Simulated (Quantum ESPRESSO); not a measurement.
**Kohn-Sham bands of Al2O3 (corundum)**

```xyz
10
Lattice="-2.4025 4.1613 0.0000 -4.8050 0.0000 0.0000 -2.4025 1.3871 4.3721" Properties=species:S:1:pos:R:3 pbc="T T T"
Al     0.0000     0.0000     1.9399
Al     0.0000     0.0000    -1.9399
Al     2.4025    -1.3871     0.2461
Al    -2.4025     1.3871    -0.2461
O      0.9315    -1.3871    -1.0930
O     -0.9315     1.3871     1.0930
O      0.7355     1.5003    -1.0930
O     -0.7355    -1.5003     1.0930
O     -1.6670    -0.1132    -1.0930
O      1.6670     0.1132     1.0930
```

Structure: Materials Project mp-1143, symmetrised, not relaxed again. COD (Crystallography Open Database) has the formula in 3 space groups, this one among them (matched by group alone). Level: LDA, no spin polarisation, no spin-orbit coupling; pw.x of Quantum ESPRESSO at 68 Ry with PseudoDojo potentials, 4×4×4 k-points, Wannier90. Density: 8×8×8 mesh, cold smearing 0.01 Ry.

Energies are relative to the valence-band maximum; weights are on the orthonormalised atomic waves of the pseudopotential files, averaged over the group. 48 electrons a cell are treated as valence.

Into which isolated groups do the bands fall, where do they lie and what are they made of?


```
bands  from (eV)  to (eV)  filling            weight on atomic waves
-----  ---------  -------  -------  --------------------------------
1–6       -18.74   -15.76   filled  O 2s 75 %, Al 3p 19 %, Al 3s 5 %
7–24       -6.81     0.00   filled              O 2p 86 %, Al 3p 8 %
```

The Kohn-Sham gap over both meshes and the path is 5.87 eV.
